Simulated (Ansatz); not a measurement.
PbS:
```yaml
crystal:
  lattice:
    - [0.00000, 2.97558, 2.97558]
    - [2.97558, 0.00000, 2.97558]
    - [2.97558, 2.97558, 0.00000]
  atoms:
    - { symbol: Pb, position: [0.50000, 0.50000, 0.50000] }
    - { symbol: S, position: [0.00000, 0.00000, 0.00000] }
```

This is the r²SCAN+D4-relaxed structure.

Q: All from the program Ansatz at the r²SCAN+D4 level (PAW), unless another level is named. Give the HSE06 gap on the r²SCAN+D4 cell.

A: 0.83 eV.

Q: Give the formation energy from the elements (no fitted shifts).

A: -0.68 eV/atom.

Q: Next, the electron effective mass?

A: 0.17 mₑ (isotropic).

Q: What about the band gap?

A: 0.65 eV (direct).

Q: Next, the valence-band maximum?

A: at L.

Q: Predict the weight of the conduction-edge state by species (Voronoi cells).

A: Pb 61 %, S 39 %.

Space group Fm-3m (rock salt). The r²SCAN+D4 relaxation kept the symmetry of its start. The references are the lowest solids computed at this level, not always the standard phases. Scalar-relativistic: spin–orbit coupling is off unless named, which matters more the heavier the elements.

Potentials: the later of the program's two PAW sets.
